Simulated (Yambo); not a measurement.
Na2CO3 (space group C2/m, No. 12), G0W0@PBEsol in Yambo with this input:

```
rim_cut
gw0
dyson
el_el_corr
HF_and_locXC
ppa
em1d
RandQpts= 1000000
RandGvec= 1 Ry
EXXRLvcs= 88 Ry
VXCRLvcs= 352 Ry
Chimod= "HARTREE"
% BndsRnXp
 5 | 232 |
%
NGsBlkXp= 7 Ry
% LongDrXp
 1.0 | 1.0 | 1.0 |
%
PPAPntXp= 27.2114 eV
% GbndRnge
 1 | 232 |
%
GTermKind= "BG"
DysSolver= "n"
ExtendOut
```

On a 2×2×2 mesh, with wavefunctions cut at 88 Ry, the gap (Γ → Γ) is 6.141 eV and the valence edge shifts by -1.756 eV.

Question: What happens with this change: 6 Ry block?

Answer: The gap falls by 0.051 eV, to 6.090 eV; the shift of the valence edge becomes -1.732 eV. Neither run is shown to be the converged limit.

Geometry of the Materials Project entry, not relaxed at this level; primitive cell a = b = 5.295 Å, c = 6.285 Å, α = β = 94.93°, γ = 59.88°.

A shift is the quasiparticle energy of the state minus its PBEsol energy.
